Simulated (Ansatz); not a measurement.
A change and its effect: LuSb (Fm-3m)

```yaml
crystal:
  lattice:
    - [0.00000, 2.97034, 2.97034]
    - [2.97034, 0.00000, 2.97034]
    - [2.97034, 2.97034, 0.00000]
  atoms:
    - { symbol: Lu, position: [0.00000, 0.00000, 0.00000] }
    - { symbol: Sb, position: [0.50000, 0.50000, 0.50000] }
```

The cell was relaxed at 2 GPa.

Level of theory, where no other is named: PBEsol, PAW on Ansatz 0.2.0's default frozen-core files (fitted under PBE), scalar-relativistic. k mesh 14×14×14, strains of ±0.008, Fermi-Dirac smearing of 0.050 eV, cutoff 420 eV. The cell was relaxed by PAW under this functional. The structure is one entry of a database and needn't be the stable phase.

With these settings the run gives C11 = 191.3, C44 = 23.9 GPa and B_V = 75.6 GPa (relaxed ions).

**Question.** The run is repeated in the same cell with basis.ecutwfc from its default to 250 eV. What moves, and by how much?

**Answer.** C11: +6.35 %; C44: -33.18 %; B_V: -0.02 %. These settings are too loose or unsuited for a converged value. The cell isn't relaxed anew, and its pressure at the new settings is 3.0 GPa; in its own relaxed cell the change can differ in size and sign.

Keep in mind: frozen-core PAW files fitted under PBE, their cores solved anew for the functional of the run; responses of metals move with mesh and smearing; basis or tolerance not converged; the cell carries a residual stress at this level.
